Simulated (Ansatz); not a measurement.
The calculation used Ansatz, DFT PBE, scalar-relativistic, plane waves, PAW. All cells share a 420 eV cutoff and Γ-centred k meshes spaced at most about 0.3 Å⁻¹ (about 0.25 or finer for metals, 2π included). Collinear spin in cells that started with moments and kept them past the coarse steps, no spin elsewhere.

These are static total energies at zero pressure. All come from trial cells, and lower structures may exist.

Question: Which of these relaxed structures of IrF is the lowest in energy?
1.

Space group P4/mmm (No. 123). a = 2.530 Å, b = 2.530 Å, c = 4.035 Å, α = 90.00°, β = 90.00°, γ = 90.00°
| atom | site | symmetry | x | y | z |
| --- | --- | --- | --- | --- | --- |
| Ir | 1d | 4/mmm | 0.5000 | 0.5000 | 0.5000 |
| F | 1a | 4/mmm | 0.0000 | 0.0000 | 0.0000 |

2.

Space group P6/mmm (No. 191). a = 2.706 Å, b = 2.706 Å, c = 4.026 Å, α = 90.00°, β = 90.00°, γ = 120.00°
```csv
atom,site,symmetry,x,y,z
Ir,1b,6/mmm,0.0000,0.0000,0.5000
F,1a,6/mmm,0.0000,0.0000,0.0000
```

3.

Space group P-6m2 (No. 187). a = 2.644 Å, b = 2.644 Å, c = 4.149 Å, α = 90.00°, β = 90.00°, γ = 120.00°
| atom | site | symmetry | x | y | z |
| --- | --- | --- | --- | --- | --- |
| Ir | 1e | -6m2 | 0.6667 | 0.3333 | 0.0000 |
| F | 1b | -6m2 | 0.0000 | 0.0000 | 0.5000 |

4.

Space group P4/nmm:1 (No. 129). a = 2.866 Å, b = 2.866 Å, c = 7.164 Å, α = 90.00°, β = 90.00°, γ = 90.00°
```json
{"atom": "Ir", "site": "2c", "symmetry": "4mm", "x": "0.0000", "y": "0.5000", "z": "0.3939"}
{"atom": "F", "site": "2c", "symmetry": "4mm", "x": "0.0000", "y": "0.5000", "z": "0.8041"}
```

Answer: 2. It has space group P6/mmm (No. 191); the next, 4, with space group P4/nmm (No. 129), lies 174 meV/atom higher. Counting F atoms around Ir (those within 1.25 times the shortest such distance or 1.15 times the sum of covalent radii; a plus sign parts nearer from farther groups; the shortest distance is added where it is long for a bond), the lowest has Ir 2 and the next has Ir 4+1 from 2.5 Å.

No dispersion correction is applied, so the spacing and binding between layers, chains or molecules are poorly described (P4/nmm), and this can change margins and order among such cells. These runs have no spin–orbit coupling, which can matter for Ir. Cells relaxed within their symmetry can be saddle points. Some types were kept out of the candidates beforehand, so the set may lack a known form.
